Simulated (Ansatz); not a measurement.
Here is the system:

Ag:
```yaml
crystal:
  lattice:
    - [2.86931, 0.00000, 0.00000]
    - [-1.43466, 2.48490, 0.00000]
    - [0.00000, 0.00000, 9.35514]
  atoms:
    - { symbol: Ag, position: [0.00000, 0.00000, 0.00000] }
    - { symbol: Ag, position: [0.00000, 0.00000, 0.50000] }
    - { symbol: Ag, position: [0.33333, 0.66667, 0.25000] }
    - { symbol: Ag, position: [0.66667, 0.33333, 0.75000] }
```

This is the PBEsol-relaxed structure. Tensor components refer to the Cartesian frame of this cell.

Q: All from the program Ansatz at the PBEsol level (PAW), unless another level is named. Estimate the bulk modulus (Birch–Murnaghan fit).

A: 118 GPa.

Q: Predict the elastic constants (relaxed ions, GPa).

A: C11 = 165, C12 = 103, C13 = 83.2, C33 = 193, C44 = 30.6.

Space group P6_3/mmc (dhcp (α-La type)). The first step of the workflow began from a Materials Project structure, measured or hypothetical; the Crystallography Open Database files this formula in space group No. 194, but the cells were not matched. It is not the phase usual at ambient conditions (space group No. 225). The cell was relaxed with PBEsol under the symmetry of its start; its stability against distortions is not shown here. No spin polarisation was allowed. As this level gives no gap, shear constants depend on the k-mesh and smearing (Fermi–Dirac, 0.1 eV here). On the denser mesh and wider smearing of the elastic run this cell carries a stress of 0.4 GPa.

Potentials: the later of the program's two PAW sets.
